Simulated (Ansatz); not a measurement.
Relaxation of a generated trial cell of ZnAu in the AFLOW prototype AB_tP8_136_g_f (as in BeO); 8 atoms in the cell, which starts as P4₂/mnm (No. 136), tP8; a = b = 6.007 Å, c = 3.465 Å, α = β = γ = 90.00°. Calculation: PBEsol (plane waves to 420 eV, PAW, scalar-relativistic; Ansatz, a program for electronic structure). Γ-centred k-mesh 6×6×9 on the run's cell (coarser than for final values), Fermi–Dirac smearing 0.05 eV. This is the first round of the run. 

The optimiser's lines from the output (shortened; P is positive under compression):

```
relax step   1: F+E_penalty+E_count = -65136.66128945 eV  Δ(F+E_penalty+E_count) = +0.000e0 eV  max|allowed force component| = 1.600e0 eV/Å  Δτ_max = 0.0000 Å  P = +86.232 GPa  Ω = 125.029 Å³  (7 SCF iters, dr2 threshold 1.00e-7 eV, accepted)
relax step   2: F+E_penalty+E_count = -65143.93365143 eV  Δ(F+E_penalty+E_count) = -7.272e0 eV  max|allowed force component| = 5.241e-1 eV/Å  Δτ_max = 0.0215 Å  P = +41.830 GPa  Ω = 143.669 Å³  (7 SCF iters, dr2 threshold 8.00e-7 eV, accepted)
relax step   3: F+E_penalty+E_count = -65147.36193659 eV  Δ(F+E_penalty+E_count) = -3.428e0 eV  max|allowed force component| = 2.431e-1 eV/Å  Δτ_max = 0.0241 Å  P = +17.954 GPa  Ω = 162.528 Å³  (7 SCF iters, dr2 threshold 8.00e-7 eV, accepted)
relax step   4: F+E_penalty+E_count = -65148.67955158 eV  Δ(F+E_penalty+E_count) = -1.318e0 eV  max|allowed force component| = 9.572e-2 eV/Å  Δτ_max = 0.0361 Å  P = +1.426 GPa  Ω = 185.347 Å³  (7 SCF iters, dr2 threshold 8.00e-7 eV, accepted)
relax step   5: F+E_penalty+E_count = -65148.71810075 eV  Δ(F+E_penalty+E_count) = -3.855e-2 eV  max|allowed force component| = 1.087e-1 eV/Å  Δτ_max = 0.0305 Å  P = +0.541 GPa  Ω = 186.759 Å³  (6 SCF iters, dr2 threshold 8.00e-7 eV, accepted)
relax step   6: F+E_penalty+E_count = -65148.85544443 eV  Δ(F+E_penalty+E_count) = -1.373e-1 eV  max|allowed force component| = 2.904e-2 eV/Å  Δτ_max = 0.1957 Å  P = -1.621 GPa  Ω = 189.089 Å³  (8 SCF iters, dr2 threshold 8.00e-7 eV, accepted)
relax step   7: F+E_penalty+E_count = -65148.86341118 eV  Δ(F+E_penalty+E_count) = -7.967e-3 eV  max|allowed force component| = 6.494e-2 eV/Å  Δτ_max = 0.0429 Å  P = -0.599 GPa  Ω = 187.479 Å³  (7 SCF iters, dr2 threshold 8.00e-7 eV, accepted)
relax step   8: F+E_penalty+E_count = -65148.87563676 eV  Δ(F+E_penalty+E_count) = -1.223e-2 eV  max|allowed force component| = 1.294e-2 eV/Å  Δτ_max = 0.0372 Å  P = +0.343 GPa  Ω = 185.405 Å³  (6 SCF iters, dr2 threshold 8.00e-7 eV, accepted)
relax step   9: F+E_penalty+E_count = -65148.87660805 eV  Δ(F+E_penalty+E_count) = -9.713e-4 eV  max|allowed force component| = 4.791e-3 eV/Å  Δτ_max = 0.0064 Å  P = -0.035 GPa  Ω = 186.056 Å³  (5 SCF iters, dr2 threshold 4.84e-7 eV, accepted)
relax step  10: F+E_penalty+E_count = -65148.87667471 eV  Δ(F+E_penalty+E_count) = -6.665e-5 eV  max|allowed force component| = 2.129e-3 eV/Å  Δτ_max = 0.0011 Å  P = -0.002 GPa  Ω = 185.984 Å³  (6 SCF iters, dr2 threshold 4.66e-9 eV, accepted)
relax step  11: F+E_penalty+E_count = -65149.18788024 eV  Δ(F+E_penalty+E_count) = -3.112e-1 eV  max|allowed force component| = 1.893e-2 eV/Å  Δτ_max = 0.0000 Å  P = +2.879 GPa  Ω = 185.984 Å³  stress off target by 3.23e0 GPa  SCF on the basis re-selected at this cell (its energy is not comparable with the rows above)  (11 SCF iters)
relax step  12: F+E_penalty+E_count = -65149.31236405 eV  Δ(F+E_penalty+E_count) = -1.245e-1 eV  max|allowed force component| = 2.882e-2 eV/Å  Δτ_max = 0.0312 Å  P = +1.092 GPa  Ω = 190.938 Å³  (6 SCF iters, dr2 threshold 8.00e-7 eV, accepted)
relax step  13: F+E_penalty+E_count = -65149.47943666 eV  Δ(F+E_penalty+E_count) = -1.671e-1 eV  max|allowed force component| = 1.084e-1 eV/Å  Δτ_max = 0.0479 Å  P = -0.474 GPa  Ω = 194.172 Å³  (7 SCF iters, dr2 threshold 8.00e-7 eV, accepted)
relax step  14: F+E_penalty+E_count = -65149.70442371 eV  Δ(F+E_penalty+E_count) = -2.250e-1 eV  max|allowed force component| = 1.721e-1 eV/Å  Δτ_max = 0.0371 Å  P = -1.160 GPa  Ω = 193.227 Å³  (7 SCF iters, dr2 threshold 8.00e-7 eV, accepted)
relax step  15: F+E_penalty+E_count = -65149.98149207 eV  Δ(F+E_penalty+E_count) = -2.771e-1 eV  max|allowed force component| = 2.103e-1 eV/Å  Δτ_max = 0.0297 Å  P = -1.444 GPa  Ω = 190.056 Å³  (7 SCF iters, dr2 threshold 8.00e-7 eV, accepted)
relax step  16: F+E_penalty+E_count = -65150.26973856 eV  Δ(F+E_penalty+E_count) = -2.882e-1 eV  max|allowed force component| = 2.298e-1 eV/Å  Δτ_max = 0.0269 Å  P = -1.416 GPa  Ω = 185.709 Å³  (7 SCF iters, dr2 threshold 8.00e-7 eV, accepted)
relax step  17: F+E_penalty+E_count = -65150.59988442 eV  Δ(F+E_penalty+E_count) = -3.301e-1 eV  max|allowed force component| = 5.469e-2 eV/Å  Δτ_max = 0.0056 Å  P = -0.245 GPa  Ω = 178.331 Å³  (8 SCF iters, dr2 threshold 8.00e-7 eV, accepted)
relax step  18: F+E_penalty+E_count = -65150.97918043 eV  Δ(F+E_penalty+E_count) = -3.793e-1 eV  max|allowed force component| = 4.184e-2 eV/Å  Δτ_max = 0.0220 Å  P = +1.091 GPa  Ω = 172.357 Å³  (7 SCF iters, dr2 threshold 8.00e-7 eV, accepted)
relax step  19: F+E_penalty+E_count = -65150.89237820 eV  Δ(F+E_penalty+E_count) = +8.680e-2 eV  max|allowed force component| = 1.454e-3 eV/Å  Δτ_max = 0.0190 Å  P = +3.397 GPa  Ω = 168.830 Å³  (7 SCF iters, dr2 threshold 8.00e-7 eV, rejected (line search))
relax step  20: F+E_penalty+E_count = -65151.05845509 eV  Δ(F+E_penalty+E_count) = -7.927e-2 eV  max|allowed force component| = 6.539e-2 eV/Å  Δτ_max = 0.0084 Å  P = +0.349 GPa  Ω = 173.363 Å³  (10 SCF iters, accepted)
relax step  21: F+E_penalty+E_count = -65151.06163373 eV  Δ(F+E_penalty+E_count) = -3.179e-3 eV  max|allowed force component| = 2.802e-2 eV/Å  Δτ_max = 0.0045 Å  P = +0.045 GPa  Ω = 173.954 Å³  (6 SCF iters, dr2 threshold 8.00e-7 eV, accepted)
relax step  22: F+E_penalty+E_count = -65151.06200094 eV  Δ(F+E_penalty+E_count) = -3.672e-4 eV  max|allowed force component| = 1.482e-3 eV/Å  Δτ_max = 0.0048 Å  P = +0.010 GPa  Ω = 174.068 Å³  (7 SCF iters, dr2 threshold 4.91e-8 eV, accepted)
relax step  23: F+E_penalty+E_count = -65151.16175882 eV  Δ(F+E_penalty+E_count) = -9.976e-2 eV  max|allowed force component| = 1.444e-2 eV/Å  Δτ_max = 0.0000 Å  P = +1.040 GPa  Ω = 174.068 Å³  stress off target by 1.57e0 GPa  SCF on the basis re-selected at this cell (its energy is not comparable with the rows above)  (9 SCF iters)
relax step  24: F+E_penalty+E_count = -65151.17665395 eV  Δ(F+E_penalty+E_count) = -1.490e-2 eV  max|allowed force component| = 2.963e-3 eV/Å  Δτ_max = 0.0068 Å  P = +0.260 GPa  Ω = 176.007 Å³  (6 SCF iters, dr2 threshold 8.00e-7 eV, accepted)
relax step  25: F+E_penalty+E_count = -65151.17752660 eV  Δ(F+E_penalty+E_count) = -8.726e-4 eV  max|allowed force component| = 1.586e-3 eV/Å  Δτ_max = 0.0024 Å  P = -0.022 GPa  Ω = 176.743 Å³  (5 SCF iters, dr2 threshold 3.99e-7 eV, accepted)
relax step  26: F+E_penalty+E_count = -65151.17756881 eV  Δ(F+E_penalty+E_count) = -4.221e-5 eV  max|allowed force component| = 6.964e-4 eV/Å  Δτ_max = 0.0007 Å  P = +0.016 GPa  Ω = 176.685 Å³  (5 SCF iters, dr2 threshold 1.38e-8 eV, accepted)
relax step  27: F+E_penalty+E_count = -65151.17756013 eV  Δ(F+E_penalty+E_count) = +8.671e-6 eV  max|allowed force component| = 9.845e-5 eV/Å  Δτ_max = 0.0000 Å  P = -0.002 GPa  Ω = 176.719 Å³  (4 SCF iters, dr2 threshold 3.65e-9 eV, accepted)
relax step  28: F+E_penalty+E_count = -65151.17857216 eV  Δ(F+E_penalty+E_count) = -1.012e-3 eV  max|allowed force component| = 1.316e-4 eV/Å  Δτ_max = 0.0000 Å  P = -0.004 GPa  Ω = 176.719 Å³  stress off target by 4.12e-3 GPa  SCF on the basis re-selected at this cell (its energy is not comparable with the rows above)  (9 SCF iters)
```

From the first to the last row the energy changes by -1.81 eV/atom and the volume by +41.3 %. The last row is marked as not comparable with the walk above it, whose basis was carried along; it does compare with step 1, since both stand on a basis selected at the nominal cutoff for their own cell.

Energy and pressure jump between steps 10 and 11 at one geometry, where the plane-wave basis was selected anew. While the cell walks, the set of plane waves is carried along, so its effective cutoff drifts with the strain; re-selecting it at 420 eV moved the energy by -0.039 eV/atom and the pressure by 2.9 GPa. Only step 1 and rows on a re-selected basis compare with each other.

Step 19 was rejected by the optimiser.

Later rounds, restarted from the end of this one on a renewed k-mesh, logged 9 more steps and released under 0.01 eV/atom more. The final structure after all rounds: P4₂/mnm (No. 136), tP8; a = b = 8.1180 Å, c = 2.6786 Å, α = β = γ = 90.00°. Between re-selections the logged energies stand on a plane-wave basis carried along with the cell. No spin polarisation in the result.

The run could not lose the symmetry of its start: the end is stationary, and may be a saddle point rather than a minimum.

The relaxed structure here is a generated cell of ZnAu: the first start was made by placing the elements on the sites of a structure type, and the end was not matched to a known phase here, so it may be hypothetical. Known forms of ZnAu include space group No. 221.
